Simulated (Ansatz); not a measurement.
# Compressing Li3Al: a fit and a missing row

Li3Al, I4/mmm, a = 4.020 Å, c = 8.461 Å. The structure is a Materials Project entry; whether it is the stable form wasn't checked. Ansatz: r2SCAN, PAW, 500 eV, Γ-centred 16×16×16 mesh on 4 atoms, Gaussian smearing 0.10 eV; no spin polarisation. Shape and atoms are relaxed at each volume; pressure is positive in compression.

```tsv
V (Å³/atom)	P (GPa)
16.065	?
16.577	0.85
17.090	0.00
17.603	-0.74
18.115	-1.38
```

Q: Take V0 = 17.090 Å³/atom, fit the third-order Birch–Murnaghan form to the other rows, and predict the missing pressure.

A: With the Eulerian strain f = ½[(V0/V)^(2/3) − 1] and y = P/[3f(1 + 2f)^(5/2)], the form is the line y = B0 + 1.5 B0 (B0′ − 4) f. Rows (f, y): 0.01026, 26.25; -0.00976, 26.55; -0.01904, 26.62. Means f = -0.006180, y = 26.473; Σ(Δf)² = 0.0004485, ΣΔfΔy = -0.005832; the slope is their ratio. y = 26.39 − 13.00 f GPa, so B0 = 26.4 GPa and B0′ = 4 + 2 × (-13.00)/(3 × 26.39) = 3.67. At V = 16.065, f = 0.02105, y = 26.116 and P = 1.83 GPa. The run gave 1.83 GPa, the same to the digits shown. The form still works here, 33 % of the fitted range beyond its end.